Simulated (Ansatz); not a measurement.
**Cs₂TaTlF₆ in Ansatz, single run**

The input file (Ansatz 0.2.0, plane waves):

```yaml
crystal:
  lattice:
    - [0.0, 4.600885, 4.600885]
    - [4.600885, 0.0, 4.600885]
    - [4.600885, 4.600885, 0.0]
  atoms:
    - { symbol: Ta, position: [0.0, 0.0, 0.0] }
    - { symbol: F, position: [0.79, 0.21, 0.21] }
    - { symbol: F, position: [0.21, 0.79, 0.21] }
    - { symbol: F, position: [0.21, 0.79, 0.79] }
    - { symbol: F, position: [0.79, 0.21, 0.79] }
    - { symbol: F, position: [0.21, 0.21, 0.79] }
    - { symbol: F, position: [0.79, 0.79, 0.21] }
    - { symbol: Cs, position: [0.25, 0.25, 0.25] }
    - { symbol: Cs, position: [0.75, 0.75, 0.75] }
    - { symbol: Tl, position: [0.5, 0.5, 0.5] }
  symmetry: { tolerance: 0.0003 }
kpoints:
  mp_grid: { grid: [4, 4, 4], shift: [0, 0, 0] }
magnetization:
  spin_polarized: false
scf:
  occupations: { method: gaussian, width: 0.1454 }
  max_iter: 100
hamiltonian:
  pseudopotentials: { kind: paw }
  xc: r2scan
basis:
  ecutwfc: 500
output:
  forces: true
  stress: true
  eigenvalues: true
total_charge: 0.5
```

Launch command:

```bash
ansatz run input.yaml --threads 1 --pin off --max-ram 2560MiB --backend cpu --events-out ev --progress --plain --runs-dir out
```

Origin of the cell: a known structure type with other elements, at an estimated volume, so it need not be a known compound.

Output (shortened):

```
SCF iter   1: F=—  HF=-37646.989019 eV  Δρ=2.39e-2  dr2=1.01e0  dr2_τ=3.90e-1
SCF iter   2: F=—  HF=-37646.905725 eV  Δρ=9.96e-3  dr2=1.76e-1  dr2_τ=2.58e-2  defer=16
SCF iter   3: F=—  HF=-37646.877724 eV  Δρ=6.07e-3  dr2=7.60e-2  dr2_τ=4.14e-3  defer=16
SCF iter   4: F=—  HF=-37646.867435 eV  Δρ=4.04e-3  dr2=3.49e-2  dr2_τ=9.99e-4  defer=16
[… 2 lines left out …]
SCF iter   7: F=—  HF=-37646.861861 eV  Δρ=1.30e-4  dr2=3.45e-5  dr2_τ=4.90e-6  defer=16
SCF iter   8: F=—  HF=-37646.861719 eV  Δρ=3.55e-5  dr2=4.88e-6  dr2_τ=3.22e-7  defer=16
SCF iter   9: F=—  HF=-37646.861719 eV  Δρ=7.75e-6  dr2=3.06e-7  dr2_τ=4.66e-9  defer=16
SCF iter  10: F=-37646.861719 eV  HF=-37646.861719 eV  Δρ=2.99e-6  dr2=5.94e-8  dr2_τ=9.48e-10
SCF 1 converged in 10 iterations: F = -37646.861719 eV  dr2 = 5.94e-8
SCF converged after 10 iterations
Free energy (F): -37646.861719 eV
Harris-Foulkes:  -37646.861719 eV  (|F-HF|=4.13e-8)
Internal energy: -37646.706108 eV  (E = F + TS)
E sigma→0 (E₀):  -37646.783913 eV
Entropy (-TS):   -0.155612 eV (-15.561 meV/atom)
[… 25 lines left out …]
  atom   6  F      0.000000     0.000000     1.243669
  atom   7  F     -0.000000    -0.000000    -1.243669
  atom   8  Cs     0.000000     0.000000    -0.000000
  atom   9  Cs     0.000000    -0.000000     0.000000
  atom  10  Tl     0.000000    -0.000000     0.000000
  max |Σ_I F_I| component: 4.45e-16 eV/Å
--- Stress (GPa, compression-positive) ---
        9.161504      -0.000000      -0.000000
       -0.000000       9.161504       0.000000
        0.000000       0.000000       9.161504
  P = ⅓ Tr σ = 9.1615 GPa (91.615 kbar)
```

Q: What is wrong with this input?

A: It holds a charge that the system can't hold: `total_charge` typed as 0.5. The run converged. Its numbers aren't properties of the system.

Time: 15 s of wall time on 1 CPU thread(s) of a shared host, from the program's own first density.
